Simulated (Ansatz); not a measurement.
The start is a relaxed BeAu cell shaken by Gaussian noise of σ = 0.08 Å a coordinate. The structure is fully relaxed (lattice and positions, P = 0) with PBE (plane waves to 420 eV, PAW, scalar-relativistic; Ansatz, a quantum-chemistry and plane-wave program). First-step values are on the input's coarse k-mesh.

Ansatz input (later rounds restart from its end on a renewed k-mesh):
Ansatz 0.2 input:
```yaml
crystal:
  lattice:
    - [5.3803298109, 0, 0]
    - [0, 4.0176467185, 0]
    - [0, 0, 4.8722670727]
  atoms:
    - { symbol: Be, position: [0.5332101936, 0.2397641093, 0.655956278] }
    - { symbol: Be, position: [0.0331798936, 0.2482048642, 0.8823968119] }
    - { symbol: Be, position: [0.4405708793, 0.7371359254, 0.3468009704] }
    - { symbol: Be, position: [0.9468562601, 0.7654351782, 0.1656764703] }
    - { symbol: Au, position: [0.6772516995, 0.2558270741, 0.0960461513] }
    - { symbol: Au, position: [0.2117819628, 0.2897042735, 0.3967194464] }
    - { symbol: Au, position: [0.3229562115, 0.7388732644, 0.8858577247] }
    - { symbol: Au, position: [0.8137468547, 0.7693672371, 0.5885125953] }
basis: { ecutwfc: 420, ecutrho_ratio: 4, xc_grid: 2, fft_grid_basis: typed }
kpoints: { mp_grid: { grid: [6, 8, 7] } }
hamiltonian:
  xc: pbe
  dispersion: none
  pseudopotentials: { kind: paw }
scf: { occupations: { method: fermi_dirac, width: 0.05 } }
relax: { f_tol: 0.01, max_steps: 100, cell: { stress_tol: 0.02 } }
output: { forces: true, stress: true }
```

Task: How large is the pressure on the unrelaxed cell, and of which sign?

Result: +5.0 GPa (positive: the cell is compressed).

Task: What is the largest force in the starting geometry, and on which atom (counted from 1)?

Result: 2.37 eV/Å, on Au6 (atoms numbered as listed).

Task: By how much does the energy per atom fall from start to end?

Result: 0.07 eV/atom.

Task: Does it find its way back to the structure it was made from?

Result: The parent structure is recovered, Pnma (No. 62).

Task: How do the shortest distances between atoms change?

Result: The closest pairs of elements (up to four, under 3.6 Å), start → end: Au–Be 2.15 → 2.38 Å; Be–Be 2.43 → 2.49 Å; Au–Au 2.90 → 2.98 Å.

Task: What band gap does the relaxed structure have at this level?

Result: No gap (metallic).

It ends as:

Space group Pnma (No. 62); a = 5.379 Å, b = 4.018 Å, c = 4.872 Å, α = 90.00°, β = 90.00°, γ = 90.00°

```tsv
atom	site	symmetry	x	y	z
Be	4c	.m.	0.0561	0.2500	0.6382
Au	4c	.m.	0.1797	0.2500	0.1177
```

Final values are on a 9×12×10 k-mesh of the relaxed cell. No spin polarisation in the result.

The relaxed structure here is a generated cell of BeAu: the first start was made by placing the elements on the sites of a structure type, and the end was not matched to a known phase here, so it may be hypothetical.
